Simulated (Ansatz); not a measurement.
Here is the system:

Zr2AlC:
```xyz
8
Lattice="3.2892 0.0000 0.0000 -1.6446 2.8485 0.0000 0.0000 0.0000 14.5209" Properties=species:S:1:pos:R:3 pbc="T T T"
Zr     0.0000     1.8990     1.2539
Zr     1.6446     0.9495    13.2670
Zr     1.6446     0.9495     8.5143
Zr     0.0000     1.8990     6.0066
Al     0.0000     1.8990    10.8907
Al     1.6446     0.9495     3.6302
C      0.0000     0.0000     0.0000
C      0.0000     0.0000     7.2604
```

This is the PBEsol-relaxed structure. Tensor components refer to the Cartesian frame of this cell.

**Question.** All from PBEsol (plane waves, PAW; program Ansatz), unless another level is named. Estimate the Debye temperature from the elastic constants.

**Answer.** 536 K.

**Question.** Give the elastic constants (relaxed ions, GPa).

**Answer.** C11 = 270, C12 = 67.7, C13 = 67.9, C33 = 234, C44 = 92.1.

Space group P6_3/mmc. The first step of the workflow began from a Materials Project structure, measured or hypothetical; the Crystallography Open Database copy checked does not list it. Its standing as an ambient phase is unchecked. The cell was relaxed with PBEsol under the symmetry of its start; whether a distortion lowers the energy is not shown. No spin polarisation was allowed. As this level gives no gap, shear constants depend on the k-mesh and smearing (Fermi–Dirac, 0.1 eV here).

Potentials: the later of the program's two PAW sets.
